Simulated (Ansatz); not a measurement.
The relaxed structure here is a generated cell of HfN: the first start was made by placing the elements on the sites of a structure type, and the end was not matched to a known phase here, so it may be hypothetical. Known forms of HfN include space group No. 225.

One starting cell of HfN (a generated cell, HfN placed in the CoSn structure type) was relaxed twice with Ansatz (plane waves, PAW, scalar-relativistic): with PBEsol at 420 eV and with PBE at 420 eV. The PBEsol result:

```
CELL_PARAMETERS angstrom
      5.43483     0.00000     0.00000
     -2.71741     4.70670     0.00000
      0.00000     0.00000     3.17920
ATOMIC_POSITIONS crystal
  Hf 0.50000 0.00000 0.00000
  Hf 0.50000 0.50000 0.00000
  Hf 0.00000 0.50000 0.00000
  N  0.00000 0.00000 0.00000
  N  0.33333 0.66667 0.50000
  N  0.66667 0.33333 0.50000
```

| quantity | PBEsol | PBE |
|---|---|---|
| space group | P6/mmm | P6/mmm |
| volume (Å³/atom) | 13.55 | 14.03 |
| a (Å) | 5.435 | 5.504 |
| c (Å) | 3.179 | 3.209 |
| gap (eV, no spin-orbit coupling) | 0.00 | 0.00 |

Both levels end in the same structure; PBE's volume is 3.5 % larger. Neither column is exact.

No spin polarisation in the result. The relaxed primitive cell holds an odd number of electrons. A magnetic state may lie lower.

The run could not lower the symmetry of its start; a shaken copy of this end point relaxes with PBEsol to Pmc2₁ (No. 26), 0.63 eV/atom lower.

Ansatz is a quantum-chemistry and plane-wave program.
